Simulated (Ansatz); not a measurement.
The calculation used DFT PBE, scalar-relativistic, plane waves, PAW in Ansatz. All cells share a 420 eV cutoff and Γ-centred k meshes spaced at most about 0.3 Å⁻¹ (about 0.25 or finer for metals, 2π included). No spin polarisation in the final relaxations.

These are static total energies at zero pressure.

Two relaxed structures of CsSi₂N₃:

A.

```yaml
crystal:
  lattice:
    - [2.96419, 0.00000, 0.00000]
    - [-1.48210, 2.56707, 0.00000]
    - [0.00000, 0.00000, 9.16825]
  atoms:
    - { symbol: Cs, position: [0.00000, 0.00000, 0.00000] }
    - { symbol: Si, position: [0.66667, 0.33333, 0.35782] }
    - { symbol: Si, position: [0.33333, 0.66667, 0.64218] }
    - { symbol: N, position: [0.00000, 0.00000, 0.50000] }
    - { symbol: N, position: [0.66667, 0.33333, 0.72718] }
    - { symbol: N, position: [0.33333, 0.66667, 0.27282] }
```

B.

```yaml
crystal:
  lattice:
    - [5.44344, 0.00000, 0.00000]
    - [-2.72172, 4.71416, 0.00000]
    - [0.00000, 0.00000, 2.74126]
  atoms:
    - { symbol: Cs, position: [0.00000, 0.00000, 0.00000] }
    - { symbol: Si, position: [0.66667, 0.33333, 0.00000] }
    - { symbol: Si, position: [0.33333, 0.66667, 0.00000] }
    - { symbol: N, position: [0.50000, 0.00000, 0.50000] }
    - { symbol: N, position: [0.50000, 0.50000, 0.50000] }
    - { symbol: N, position: [0.00000, 0.50000, 0.50000] }
```

Question: Which form is favoured at zero pressure, and by what margin per atom?

Answer: A is lower, by 0.73 eV/atom. A has space group P-3m1 (No. 164), 11.6 Å³/atom and a gap of 0.53 eV on its mesh; B has space group P6/mmm (No. 191), 11.7 Å³/atom and no gap. The shortest distance is 1.88 Å (Si–N) in A and 2.09 Å (Si–N) in B. In A, Cs has 6 Cs at 2.96 Å, 6 N at 3.03 Å and 6 Si at 3.70 Å; around Si lie 3 N at 1.88 Å, 3 N at 2.15 Å, 9 Si at 2.96–3.12 Å, 1 N at 3.39 Å, 3 N at 3.51 Å, 3 N at 3.66 Å and 3 Cs at 3.70 Å; N on a site of symmetry -3m has 6 Si at 2.15 Å; 1 more site not described. In B, Cs has 2 Cs at 2.74 Å, 12 N at 3.05 Å and 6 Si at 3.14 Å; around Si lie 6 N at 2.09 Å, 2 Si at 2.74 Å, 3 Cs at 3.14 Å and 3 Si at 3.14 Å; around N lie 4 Si at 2.09 Å, 6 N at 2.72–2.74 Å and 4 Cs at 3.05 Å. Both come from invented guesses. A third cell relaxed alike, in P-3m1, lies 114 meV/atom below the lower of the two.

Kohn–Sham gaps at this level usually fall short of measured ones. A magnetic state wasn't ruled out in cells without spin, among them P-3m1, P6/mmm. Cells relaxed within their symmetry can be saddle points.
